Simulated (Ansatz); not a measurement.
MgS (rock salt)

```yaml
crystal:
  lattice:
    - [0.00000, 2.60256, 2.60256]
    - [2.60256, 0.00000, 2.60256]
    - [2.60256, 2.60256, 0.00000]
  atoms:
    - { symbol: S, position: [0.00000, 0.00000, 0.00000] }
    - { symbol: Mg, position: [0.50000, 0.50000, 0.50000] }
```

Scan: atom 2 (Mg, nearest neighbour S at 2.603 Å; its periodic images, 3.7 Å or more away, move with it) is displaced along Cartesian z, direction (0.000, 0.000, 1.000) in Cartesian axes, by s. The other atoms stay.

All values below come from r2SCAN (plane waves to 500 eV, PAW, scalar-relativistic; Ansatz, a first-principles code). k mesh 9×9×9 (Γ-centred), Fermi-Dirac smearing 0.05 eV. Energies are smeared free energies. Left out: 2 of 11 points, with atoms too close for the PAW data. MgS was relaxed with its symmetry unable to fall. The PAW data are Ansatz's earlier set. ΔE is measured from the undisplaced structure.

| s (Å) | ΔE (meV/cell) |
|---|---|
| -0.624 | withheld |
| -0.468 | 532 |
| -0.312 | 181 |
| -0.156 | 37 |
| 0.000 | 0 |
| 0.156 | 37 |
| 0.312 | 181 |
| 0.468 | 532 |
| 0.624 | withheld |

Q: Fit an even polynomial form (powers 2, 4) to the given rows and predict ΔE at s = -0.624.

A: Least squares on the 7 given rows: ΔE = (1404)·s² + (4679)·s⁴, in meV/cell with s in Å; root-mean-square residual 0.0 meV/cell. At -0.624 the fit gives 1256 meV/cell; the calculation gives 1286 meV/cell, so the extrapolation is off by -30 (-2.3 %). The quadratic term alone would give 547 meV/cell.

(For displaced atoms, the force is minus the slope of the energy, and its curvature is a force constant, which sets phonon frequencies.)
